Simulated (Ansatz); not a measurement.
## Pb$_{2}$ClO$_{2}$: hydrostatic pressure series

Method: Ansatz, DFT r2SCAN, scalar-relativistic, plane waves, PAW. Settings: 500 eV cutoff, 12×12×12 k-mesh, Gaussian smearing of 0.10 eV, no spin polarisation.

The relaxed crystal:

```xyz
5
Lattice="-1.9763 1.9763 6.2958 1.9763 -1.9763 6.2958 1.9763 1.9763 -6.2958" Properties=species:S:1:pos:R:3 pbc="T T T"
Pb    0.0000    0.0000    1.9383
Pb    0.0000    0.0000   10.6533
Cl    0.0000    0.0000    6.2958
O     0.0000    1.9763    3.1479
O     1.9763    0.0000    3.1479
```

Cell and atoms are relaxed at each pressure within the symmetry of the start, at zero temperature, so transitions that lower the symmetry aren't seen. The k-mesh given is that at zero pressure and may differ at others. a, b and c are the lengths of the cell vectors above. ΔH is E + PV over the energy at zero pressure.

A cell with an odd number of electrons and no spin polarisation is a metal by construction and may be lower with spin. Spin–orbit coupling is left out, which can shift energies with elements as heavy as these.

```
P (GPa) V (Å³/atom) V/V0  a (Å) b (Å) c (Å)  α (°)  β (°)  γ (°)  ΔH (eV/atom)
     -3        21.47  1.091  7.235  7.235  7.235  147.8  147.8   46.2        -0.384
      0        19.67  1.000  6.888  6.888  6.888  146.7  146.7   47.9         0.000
      3        18.50  0.941  6.643  6.643  6.643  145.7  145.7   49.2         0.357
      8        16.94  0.861  6.164  6.164  6.164  142.9  142.9   53.5         0.908
     15        15.95  0.811  5.997  5.997  5.997  142.4  142.4   54.2         1.625
     30        14.60  0.742  5.810  5.810  5.810  142.2  142.2   54.5         3.051
     60        13.00  0.661  5.616  5.616  5.616  142.6  142.6   54.0         5.621
```